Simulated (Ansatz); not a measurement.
Task: Each is relaxed and computed with r²SCAN (plane waves, PAW; program Ansatz). Which is the only one with a gap?
(A) Mg6Cu16Si7, Fm-3m (Pearson symbol cF116)
(B) Ba2H6Os, Fm-3m (Ba on 8c, H on 24e, Os on 4a)
(C) Fe3Ge, Fm-3m (Fe on 4b, Fe on 8c, Ge on 4a)
(D) LuB2Os3, P6/mmm (B on 2c, Os on 3g, Lu on 1a)

Result: B, Ba2H6Os, Fm-3m (Ba on 8c, H on 24e, Os on 4a). Ba2H6Os: gap 2.25 eV (indirect); Mg6Cu16Si7: metal; Fe3Ge: metal; LuB2Os3: metal. Spin orders computed, not proven ground states: Fe3Ge, Fm-3m (Fe on 4b, Fe on 8c, Ge on 4a) ferromagnetic. Standing as an ambient phase not checked: Ba2H6Os, Fm-3m (Ba on 8c, H on 24e, Os on 4a); Mg6Cu16Si7, Fm-3m (Pearson symbol cF116); Fe3Ge, Fm-3m (Fe on 4b, Fe on 8c, Ge on 4a); LuB2Os3, P6/mmm (B on 2c, Os on 3g, Lu on 1a). All cells were relaxed under the symmetry of their starts (and spin orders); stability against distortions was not tested throughout. Rows with no word on spin ran without spin polarisation. Spin–orbit coupling is left out wherever it is not named.

Potentials: the later of the program's two PAW sets.
